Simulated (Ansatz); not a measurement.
Al2Rh3 in Ansatz, relaxation

Launch command:

```bash
ansatz run input.yaml --threads 2 --pin off --max-ram 2560MiB --backend cpu --events-out ev --progress --plain --runs-dir out
```

input.yaml:

```yaml
crystal:
  lattice:
    - [2.60524181, 4.5124062, 0.0]
    - [-2.60524181, 4.5124062, 0.0]
    - [0.0, -3.0082708, 4.7407936]
  atoms:
    - { symbol: Al, position: [0.35216, 0.35216, 0.05648] }
    - { symbol: Al, position: [0.14784, 0.14784, 0.44352] }
    - { symbol: Al, position: [0.64784, 0.64784, 0.94352] }
    - { symbol: Al, position: [0.85216, 0.85216, 0.55648] }
    - { symbol: Rh, position: [0.55624, 0.94376, 0.75] }
    - { symbol: Rh, position: [0.25, 0.55624, 0.75] }
    - { symbol: Rh, position: [0.94376, 0.25, 0.75] }
    - { symbol: Rh, position: [0.44376, 0.05624, 0.25] }
    - { symbol: Rh, position: [0.75, 0.44376, 0.25] }
    - { symbol: Rh, position: [0.05624, 0.75, 0.25] }
  symmetry: { tolerance: 0.0003 }
kpoints:
  mp_grid: { grid: [5, 5, 5], shift: [0, 0, 0] }
magnetization:
  spin_polarized: false
scf:
  occupations: { method: fermi_dirac, width: 0.0545 }
  lower_state_search: "off"
hamiltonian:
  pseudopotentials: { kind: paw }
  xc: r2scan
basis:
  ecutwfc: 500
  fft_grid_basis: typed
relax:
  max_steps: 40
  cell: { p_target: 0.0 }
  f_tol: 0.03
output:
  forces: true
  stress: true
  eigenvalues: true
  bader: true
  populations: true
  elf: true
  write_potential: true
  volumetric_format: npy
  dos:
    e_range: [-12, 8]
    de: 0.05
    projected: { site_lists: { Al: [Al], Rh: [Rh] } }
  write_density: true
checkpoint:
  read: saved_state
```

Origin of the cell: a known structure type with other elements, at an estimated volume, so it need not be a known compound.

The saved state is a converged single point of the same cell.

Steps («new basis» is an SCF on plane waves selected anew at the same cell):

```json
{"step": "1", "ΔF (meV/atom)": "0.0", "max force component (eV/Å)": "0.877", "P (GPa)": "124.43", "volume (Å³)": "111.46", "SCF iterations": "6", "step was": "accepted"}
{"step": "2", "ΔF (meV/atom)": "-913.0", "max force component (eV/Å)": "0.378", "P (GPa)": "60.93", "volume (Å³)": "127.68", "SCF iterations": "8", "step was": "accepted"}
{"step": "3", "ΔF (meV/atom)": "-1351.6", "max force component (eV/Å)": "0.114", "P (GPa)": "23.55", "volume (Å³)": "144.90", "SCF iterations": "8", "step was": "accepted"}
{"step": "4", "ΔF (meV/atom)": "-1480.8", "max force component (eV/Å)": "0.140", "P (GPa)": "6.32", "volume (Å³)": "158.13", "SCF iterations": "7", "step was": "accepted"}
{"step": "5", "ΔF (meV/atom)": "-1536.8", "max force component (eV/Å)": "0.607", "P (GPa)": "-0.89", "volume (Å³)": "164.54", "SCF iterations": "8", "step was": "accepted"}
{"step": "6", "ΔF (meV/atom)": "-1600.6", "max force component (eV/Å)": "1.122", "P (GPa)": "-4.04", "volume (Å³)": "165.09", "SCF iterations": "8", "step was": "accepted"}
{"step": "7", "ΔF (meV/atom)": "-1662.4", "max force component (eV/Å)": "1.475", "P (GPa)": "-6.01", "volume (Å³)": "162.99", "SCF iterations": "8", "step was": "accepted"}
{"step": "8", "ΔF (meV/atom)": "-1744.2", "max force component (eV/Å)": "1.555", "P (GPa)": "-3.47", "volume (Å³)": "155.30", "SCF iterations": "7", "step was": "accepted"}
{"step": "9", "ΔF (meV/atom)": "-1790.9", "max force component (eV/Å)": "0.595", "P (GPa)": "3.02", "volume (Å³)": "145.35", "SCF iterations": "8", "step was": "accepted"}
{"step": "10", "ΔF (meV/atom)": "-1778.1", "max force component (eV/Å)": "0.914", "P (GPa)": "5.18", "volume (Å³)": "145.35", "SCF iterations": "8", "step was": "rejected"}
{"step": "11", "ΔF (meV/atom)": "-1809.0", "max force component (eV/Å)": "0.127", "P (GPa)": "0.28", "volume (Å³)": "147.63", "SCF iterations": "12", "step was": "accepted"}
{"step": "12", "ΔF (meV/atom)": "-1811.1", "max force component (eV/Å)": "0.040", "P (GPa)": "0.14", "volume (Å³)": "148.03", "SCF iterations": "7", "step was": "accepted"}
{"step": "13", "ΔF (meV/atom)": "-1811.2", "max force component (eV/Å)": "0.012", "P (GPa)": "-0.10", "volume (Å³)": "148.13", "SCF iterations": "6", "step was": "accepted"}
{"step": "14", "ΔF (meV/atom)": "-1811.2", "max force component (eV/Å)": "0.000", "P (GPa)": "0.00", "volume (Å³)": "148.06", "SCF iterations": "5", "step was": "accepted"}
{"step": "15", "ΔF (meV/atom)": "-1820.9", "max force component (eV/Å)": "0.003", "P (GPa)": "0.95", "volume (Å³)": "148.06", "SCF iterations": "8", "step was": "new basis"}
{"step": "16", "ΔF (meV/atom)": "-1821.5", "max force component (eV/Å)": "0.002", "P (GPa)": "0.11", "volume (Å³)": "148.73", "SCF iterations": "5", "step was": "accepted"}
{"step": "17", "ΔF (meV/atom)": "-1821.6", "max force component (eV/Å)": "0.000", "P (GPa)": "0.00", "volume (Å³)": "148.81", "SCF iterations": "5", "step was": "accepted"}
{"step": "18", "ΔF (meV/atom)": "-1821.6", "max force component (eV/Å)": "0.001", "P (GPa)": "0.00", "volume (Å³)": "148.81", "SCF iterations": "6", "step was": "new basis"}
```

Step 1, with forces in eV/Å:

```xyz
10
Lattice="2.605 4.512 0.000 -2.605 4.512 0.000 0.000 -3.008 4.741" Properties=species:S:1:pos:R:3:forces:R:3 pbc="T T T" step=1
Al    0.000    3.008    0.268    0.000    0.000   -0.877
Al    0.000    0.000    2.103    0.000    0.000    0.877
Al    0.000    3.008    4.473    0.000    0.000    0.877
Al    0.000    6.017    2.638    0.000    0.000   -0.877
Rh   -1.010    4.512    3.556    0.309    0.000    0.000
Rh   -0.798    1.382    3.556   -0.154    0.268    0.000
Rh    1.807    3.131    3.556   -0.154   -0.268    0.000
Rh    1.010    1.504    1.185   -0.309    0.000    0.000
Rh    0.798    4.635    1.185    0.154   -0.268    0.000
Rh   -1.807    2.886    1.185    0.154    0.268    0.000
```

Step 2, with forces in eV/Å:

```xyz
10
Lattice="2.732 4.732 0.000 -2.732 4.732 0.000 0.000 -3.155 4.937" Properties=species:S:1:pos:R:3:forces:R:3 pbc="T T T" step=2
Al    0.000    3.155    0.255    0.000    0.000   -0.170
Al    0.000    0.000    2.214    0.000    0.000    0.170
Al    0.000    3.155    4.682    0.000    0.000    0.170
Al    0.000    6.310    2.724    0.000    0.000   -0.170
Rh   -1.065    4.732    3.703    0.378    0.000    0.000
Rh   -0.834    1.444    3.703   -0.189    0.328    0.000
Rh    1.898    3.288    3.703   -0.189   -0.328    0.000
Rh    1.065    1.577    1.234   -0.378    0.000    0.000
Rh    0.834    4.866    1.234    0.189   -0.328    0.000
Rh   -1.898    3.022    1.234    0.189    0.328    0.000
```

Step 3, with forces in eV/Å:

```xyz
10
Lattice="2.860 4.954 0.000 -2.860 4.954 0.000 0.000 -3.303 5.113" Properties=species:S:1:pos:R:3:forces:R:3 pbc="T T T" step=3
Al    0.000    3.303    0.247    0.000    0.000   -0.021
Al    0.000    0.000    2.309    0.000    0.000    0.021
Al    0.000    3.303    4.866    0.000    0.000    0.021
Al    0.000    6.605    2.804    0.000    0.000   -0.021
Rh   -1.113    4.954    3.835    0.114    0.000    0.000
Rh   -0.873    1.513    3.835   -0.057    0.099    0.000
Rh    1.987    3.441    3.835   -0.057   -0.099    0.000
Rh    1.113    1.651    1.278   -0.114    0.000    0.000
Rh    0.873    5.093    1.278    0.057   -0.099    0.000
Rh   -1.987    3.164    1.278    0.057    0.099    0.000
```

Step 5, with forces in eV/Å:

```xyz
10
Lattice="3.104 5.376 0.000 -3.104 5.376 0.000 0.000 -3.584 4.931" Properties=species:S:1:pos:R:3:forces:R:3 pbc="T T T" step=5
Al    0.000    3.584    0.331    0.000    0.000    0.607
Al    0.000    0.000    2.135    0.000    0.000   -0.607
Al    0.000    3.584    4.601    0.000    0.000   -0.607
Al    0.000    7.167    2.796    0.000    0.000    0.607
Rh   -1.270    5.376    3.698   -0.089    0.000    0.000
Rh   -0.917    1.588    3.698    0.044   -0.077    0.000
Rh    2.187    3.788    3.698    0.044    0.077    0.000
Rh    1.270    1.792    1.233    0.089    0.000    0.000
Rh    0.917    5.580    1.233   -0.044    0.077    0.000
Rh   -2.187    3.380    1.233   -0.044   -0.077    0.000
```

Step 6, with forces in eV/Å:

```xyz
10
Lattice="3.186 5.518 0.000 -3.186 5.518 0.000 0.000 -3.679 4.696" Properties=species:S:1:pos:R:3:forces:R:3 pbc="T T T" step=6
Al    0.000    3.679    0.432    0.000    0.000    1.122
Al    0.000    0.000    1.915    0.000    0.000   -1.122
Al    0.000    3.679    4.263    0.000    0.000   -1.122
Al    0.000    7.357    2.780    0.000    0.000    1.122
Rh   -1.382    5.518    3.522    0.159    0.000    0.000
Rh   -0.902    1.562    3.522   -0.080    0.138    0.000
Rh    2.284    3.956    3.522   -0.080   -0.138    0.000
Rh    1.382    1.839    1.174   -0.159    0.000    0.000
Rh    0.902    5.795    1.174    0.080   -0.138    0.000
Rh   -2.284    3.401    1.174    0.080    0.138    0.000
```

Step 7, with forces in eV/Å:

```xyz
10
Lattice="3.246 5.623 0.000 -3.246 5.623 0.000 0.000 -3.748 4.465" Properties=species:S:1:pos:R:3:forces:R:3 pbc="T T T" step=7
Al    0.000    3.748    0.518    0.000    0.000    1.475
Al    0.000    0.000    1.714    0.000    0.000   -1.475
Al    0.000    3.748    3.946    0.000    0.000   -1.475
Al    0.000    7.497    2.751    0.000    0.000    1.475
Rh   -1.470    5.623    3.349    0.482    0.000    0.000
Rh   -0.888    1.538    3.349   -0.241    0.417    0.000
Rh    2.358    4.085    3.349   -0.241   -0.417    0.000
Rh    1.470    1.874    1.116   -0.482    0.000    0.000
Rh    0.888    5.959    1.116    0.241   -0.417    0.000
Rh   -2.358    3.412    1.116    0.241    0.417    0.000
```

Step 8, with forces in eV/Å:

```xyz
10
Lattice="3.254 5.636 0.000 -3.254 5.636 0.000 0.000 -3.757 4.234" Properties=species:S:1:pos:R:3:forces:R:3 pbc="T T T" step=8
Al    0.000    3.757    0.615    0.000    0.000    1.555
Al    0.000    0.000    1.502    0.000    0.000   -1.555
Al    0.000    3.757    3.619    0.000    0.000   -1.555
Al    0.000    7.514    2.732    0.000    0.000    1.555
Rh   -1.519    5.636    3.176    0.675    0.000    0.000
Rh   -0.867    1.502    3.176   -0.338    0.585    0.000
Rh    2.387    4.134    3.176   -0.338   -0.585    0.000
Rh    1.519    1.879    1.059   -0.675    0.000    0.000
Rh    0.867    6.012    1.059    0.338   -0.585    0.000
Rh   -2.387    3.381    1.059    0.338    0.585    0.000
```

Step 9, with forces in eV/Å:

```xyz
10
Lattice="3.226 5.587 0.000 -3.226 5.587 0.000 0.000 -3.725 4.033" Properties=species:S:1:pos:R:3:forces:R:3 pbc="T T T" step=9
Al    0.000    3.725    0.753    0.000    0.000    0.096
Al    0.000    0.000    1.264    0.000    0.000   -0.096
Al    0.000    3.725    3.280    0.000    0.000   -0.096
Al    0.000    7.449    2.769    0.000    0.000    0.096
Rh   -1.538    5.587    3.024    0.595    0.000    0.000
Rh   -0.844    1.461    3.024   -0.298    0.515    0.000
Rh    2.382    4.126    3.024   -0.298   -0.515    0.000
Rh    1.538    1.862    1.008   -0.595    0.000    0.000
Rh    0.844    5.988    1.008    0.298   -0.515    0.000
Rh   -2.382    3.324    1.008    0.298    0.515    0.000
```

Step 11, with forces in eV/Å:

```xyz
10
Lattice="3.214 5.566 0.000 -3.214 5.566 0.000 0.000 -3.711 4.126" Properties=species:S:1:pos:R:3:forces:R:3 pbc="T T T" step=11
Al    0.000    3.711    0.758    0.000    0.000    0.093
Al    0.000    0.000    1.305    0.000    0.000   -0.093
Al    0.000    3.711    3.368    0.000    0.000   -0.093
Al    0.000    7.422    2.821    0.000    0.000    0.093
Rh   -1.504    5.566    3.095    0.127    0.000    0.000
Rh   -0.855    1.480    3.095   -0.064    0.110    0.000
Rh    2.359    4.086    3.095   -0.064   -0.110    0.000
Rh    1.504    1.855    1.032   -0.127    0.000    0.000
Rh    0.855    5.941    1.032    0.064   -0.110    0.000
Rh   -2.359    3.336    1.032    0.064    0.110    0.000
```

Step 15, with forces in eV/Å:

```xyz
10
Lattice="3.195 5.534 0.000 -3.195 5.534 0.000 0.000 -3.690 4.186" Properties=species:S:1:pos:R:3:forces:R:3 pbc="T T T" step=15
Al    0.000    3.690    0.778    0.000    0.000    0.003
Al    0.000    0.000    1.315    0.000    0.000   -0.003
Al    0.000    3.690    3.408    0.000    0.000   -0.003
Al    0.000    7.379    2.872    0.000    0.000    0.003
Rh   -1.497    5.534    3.140    0.003    0.000    0.000
Rh   -0.849    1.470    3.140   -0.002    0.003    0.000
Rh    2.346    4.064    3.140   -0.002   -0.003    0.000
Rh    1.497    1.845    1.047   -0.003    0.000    0.000
Rh    0.849    5.909    1.047    0.002   -0.003    0.000
Rh   -2.346    3.315    1.047    0.002    0.003    0.000
```

Step 16, with forces in eV/Å:

```xyz
10
Lattice="3.209 5.559 0.000 -3.209 5.559 0.000 0.000 -3.706 4.168" Properties=species:S:1:pos:R:3:forces:R:3 pbc="T T T" step=16
Al    0.000    3.706    0.770    0.000    0.000    0.002
Al    0.000    0.000    1.314    0.000    0.000   -0.002
Al    0.000    3.706    3.398    0.000    0.000   -0.002
Al    0.000    7.412    2.854    0.000    0.000    0.002
Rh   -1.499    5.559    3.126    0.001    0.000    0.000
Rh   -0.855    1.481    3.126   -0.001    0.001    0.000
Rh    2.354    4.077    3.126   -0.001   -0.001    0.000
Rh    1.499    1.853    1.042   -0.001    0.000    0.000
Rh    0.855    5.930    1.042    0.001   -0.001    0.000
Rh   -2.354    3.334    1.042    0.001    0.001    0.000
```

Step 18, with forces in eV/Å:

```xyz
10
Lattice="3.212 5.563 0.000 -3.212 5.563 0.000 0.000 -3.709 4.165" Properties=species:S:1:pos:R:3:forces:R:3 pbc="T T T" step=18
Al    0.000    3.709    0.769    0.000    0.000    0.000
Al    0.000    0.000    1.314    0.000    0.000    0.000
Al    0.000    3.709    3.396    0.000    0.000    0.000
Al    0.000    7.417    2.851    0.000    0.000    0.000
Rh   -1.499    5.563    3.124   -0.001    0.000    0.000
Rh   -0.856    1.483    3.124    0.000    0.000    0.000
Rh    2.355    4.079    3.124    0.000    0.000    0.000
Rh    1.499    1.854    1.041    0.001    0.000    0.000
Rh    0.856    5.934    1.041    0.000    0.000    0.000
Rh   -2.355    3.338    1.041    0.000    0.000    0.000
```

* Free energy lowered by: 1821.6 meV/atom
* Volume change: 33.51 %
* Final pressure: 0.00 GPa
* Relaxation steps listed: 18
* Gap on the mesh: none (metal)

Caveats: no dispersion correction, so spacings can come out too large where layers or molecules are weakly bound; no moments, though an odd count or open d shells may carry them; the k mesh is coarse if the cell is a metal; the relaxation held the start's symmetry, so the end may be a saddle point.

Time: 8.1 min on 2 threads of Arm Neoverse N1, on a shared host, peak memory 1 GiB, from a saved density.
